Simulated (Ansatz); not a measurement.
## ZnNi: relaxed-ion elastic tensor

The calculation used DFT LDA, scalar-relativistic, plane waves, PAW (Ansatz 0.2.0). Settings: 420 eV plane-wave cutoff, Γ-centred 14×14×14 mesh, Fermi-Dirac smearing of 0.15 eV. No spin polarisation.

Equilibrium structure at this level:
```
Zn Ni
1.0
     2.80765    0.00000    0.00000
     0.00000    2.80765    0.00000
     0.00000    0.00000    2.80765
Zn Ni
1 1
Cartesian
  1.4038 1.4038 1.4038
  0.0000 0.0000 0.0000
```

In a metal, frequencies and elastic constants depend on the k mesh and the smearing, soft modes and shear constants most. Spin polarisation was left out, and a magnetic state may lie lower.

(1) Give the relaxed-ion elastic constants (GPa, Voigt order xx yy zz yz xz xy, on the axes of the cell above).

(2) Is the crystal stable against homogeneous strain?

Results:

(1)
```
181.9 194.8 194.8   0.0   0.0   0.0
194.8 181.9 194.8   0.0   0.0   0.0
194.8 194.8 181.9   0.0   0.0   0.0
  0.0   0.0   0.0 130.5   0.0   0.0
  0.0   0.0   0.0   0.0 130.5   0.0
  0.0   0.0   0.0   0.0   0.0 130.5
```

(2) Too close to call: the least eigenvalue is -13.0 GPa, within what the k mesh leaves open in a metal.

Cost: 1 run of about 1.2 core-minutes, on Arm Neoverse V1 (shared hosts).